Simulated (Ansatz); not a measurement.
Here is the system:

Sn:
```
Sn
1.0
    0.00000     3.27062     3.27062
    3.27062     0.00000     3.27062
    3.27062     3.27062     0.00000
Sn
2
Direct
  0.50000   0.50000   0.50000
  0.75000   0.75000   0.75000
```

This is the PBEsol-relaxed structure.

Q: All from DFT-PBEsol in the program Ansatz with PAW potentials, unless another level is named. Predict the Debye temperature from the elastic constants.

A: 197 K.

Q: And the elastic constants (relaxed ions, GPa)?

A: C11 = 61.7, C12 = 31.2, C44 = 26.7.

Space group Fd-3m (diamond). This is a known low-temperature phase of the composition, computed here at zero pressure and temperature. The cell was relaxed with PBEsol under the symmetry of its start; whether a distortion lowers the energy is not shown. As this level gives no gap, shear constants depend on the k-mesh and smearing (Fermi–Dirac, 0.1 eV here). Spin–orbit coupling is left out wherever it is not named.

Potentials: the earlier of the program's two PAW sets. The files were generated under PBE; for other functionals the program regenerates the frozen cores, and for LDA and PBEsol the local potential too.
